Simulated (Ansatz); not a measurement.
**La, first-principles data**

La:
```xyz
2
Lattice="3.6525 0.0000 0.0000 -1.8262 3.1631 0.0000 0.0000 0.0000 5.9782" Properties=species:S:1:pos:R:3 pbc="T T T"
La     0.0000     2.1088     1.4945
La     1.8262     1.0544     4.4836
```

Space group P6_3/mmc (No. 194), hcp (Mg type); conventional cell a = b = 3.652 Å, c = 5.978 Å, α = β = 90.00°, γ = 120.00°.

Method: DFT-PBEsol in the program Ansatz with PAW potentials. Structure relaxed to zero pressure with the same functional. Other levels are named where they apply.

**Cell and energy**

- Volume per atom = 34.53 Å³
- Density = 6.68 g/cm³

**Electronic structure**

- Electronic character: metallic (no gap)
- Density of states at the Fermi level: 1.8 states/eV per atom (mean over ±0.08 eV)
- Gap with spin–orbit coupling: none (metallic)

**Mechanics**

Bulk modulus (Birch–Murnaghan fit): 26.3 GPa
Pressure derivative B′: 1.2
Elastic constants (relaxed ions, GPa): C11 = 46.5, C12 = 10.8, C13 = 17.4, C33 = 52.1, C44 = 9.0
Mechanical stability: stable (all eigenvalues of C positive)
Hill bulk and shear moduli: 26.1 and 13.1 GPa
Young's modulus: 33.7 GPa
Poisson's ratio: 0.28
Debye temperature from the elastic constants: 143 K

**Phonons**

- Highest zone-centre frequency: 10.3 meV
- Zone-centre stability: no imaginary mode at Γ

The workflow started from an entry of the Crystallography Open Database (COD). Its sites differ from those of the usual phase in this space group: another stacking or structure type. Symmetry was held in the PBEsol relaxation. As this level gives no gap, shear constants depend on the k-mesh and smearing (Fermi–Dirac, 0.1 eV here). As this level gives no gap, phonon frequencies hold no LO–TO term and depend on the k-mesh and smearing (Fermi–Dirac, 0.1 eV here). Axis ratios of metals converge slowly with the k-mesh, so a and c are less sure than the volume. Spin–orbit coupling is left out wherever it is not named.

Potentials: the earlier of the program's two PAW sets. The files were generated under PBE; for other functionals the program regenerates the frozen cores, and for LDA and PBEsol the local potential too.
